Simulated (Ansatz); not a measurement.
# Is this Mg5CdS6 structure a true minimum?

The structure comes from a generated guess, relaxed at this level; another structure or a mixture of phases may lie lower.

Level of theory: Ansatz 0.2.0, DFT PBE, scalar-relativistic, plane waves, PAW. Settings: cutoff 420 eV, Γ-centred mesh 12×12×2 on the computed 12-atom cell, Gaussian smearing of 0.02 eV; no spin polarisation.

The cell below (12 atoms, space group P-3m1 (No. 164)) is relaxed within its symmetry.

```cif
data_structure
_symmetry_space_group_name_H-M 'P 1'
_symmetry_Int_Tables_number 1
_cell_length_a 3.7300
_cell_length_b 3.7300
_cell_length_c 18.3097
_cell_angle_alpha 90.000
_cell_angle_beta 90.000
_cell_angle_gamma 120.000
_cell_volume 220.61
loop_
_atom_site_label
_atom_site_type_symbol
_atom_site_fract_x
_atom_site_fract_y
_atom_site_fract_z
_atom_site_occupancy
Mg1 Mg 0.33333 0.66667 0.83589 1
Mg2 Mg 0.00000 0.00000 0.00000 1
Mg3 Mg 0.66667 0.33333 0.16411 1
Mg4 Mg 0.33333 0.66667 0.32835 1
Mg5 Mg 0.66667 0.33333 0.67165 1
Cd1 Cd 0.00000 0.00000 0.50000 1
S1 S 0.66667 0.33333 0.91796 1
S2 S 0.33333 0.66667 0.08204 1
S3 S 0.00000 0.00000 0.24616 1
S4 S 0.66667 0.33333 0.40954 1
S5 S 0.33333 0.66667 0.59046 1
S6 S 0.00000 0.00000 0.75384 1
```

For the test it was strained at random (σ = 1.5 % a component), the atoms were moved at random (σ = 0.10 Å), and all was relaxed again on a coarse 6×6×1 mesh (in the run’s order of axes) with 0.10 eV smearing, with no symmetry imposed.

Question: Does it come back?

Answer: It returns, within 1 meV/atom of the unmoved cell on that mesh and with the same symmetry when read at 0.1 Å (Cm at 0.01 Å, so small strains and shifts remain). So it is stable against the distortions that fit this cell and that this random move excites. Modes that don't fit the cell aren't tested.
